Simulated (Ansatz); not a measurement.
A geometry of TiC away from equilibrium: step 2 of the relaxation of a relaxed TiC cell displaced along its unstable phonon at q = (½, ½, 0) of its primitive reciprocal cell (169i cm⁻¹), largest move 0.15 Å. All values below come from PBE (plane waves to 420 eV, PAW, scalar-relativistic; Ansatz, a quantum-chemistry and plane-wave program). Γ-centred k-mesh 11×11×12 on the run's cell (coarser than for final values), Fermi–Dirac smearing 0.05 eV.

```xyz
8
Lattice="10.8008 0.0000 0.0458 5.4004 2.8902 0.0229 0.0119 0.0000 2.8000" Properties=species:S:1:pos:R:3:forces:R:3 pbc="T T T" free_energy=-11002.721 pressure_GPa=-0.2
C     10.8068     1.4451     1.4458    0.0000    0.0000    0.0000
C      5.4063     1.4451     1.4229    0.0000    0.0000    0.0000
C      2.7906     1.4451     1.5713    0.1168    0.0000    0.2246
C      8.0221     1.4451     1.2745   -0.1168    0.0000   -0.2246
Ti     4.0579    -0.0007     0.6901   -0.0422    0.0154    0.0255
Ti     9.4583     0.0007     0.7130   -0.0422   -0.0154    0.0255
Ti     1.3544     0.0007     2.1328    0.0422   -0.0154   -0.0255
Ti     6.7548    -0.0007     2.1557    0.0422    0.0154   -0.0255
```

Positions in Å, forces in eV/Å, free energy of the cell in eV (comparable only within this code, potentials and settings). Largest force: 0.25 eV/Å, on C3, C4 (atoms numbered as listed); the geometry lies 0.14 eV/atom above the end of its relaxation.

No spin polarisation in the result.

The run could not lose the symmetry of its start, so the end can be a saddle point.

The end of the path is a generated cell of TiC: the first start was made by placing the elements on the sites of a structure type, and the end was not matched to a known phase here, so it may be hypothetical. Known forms of TiC include space group No. 225.
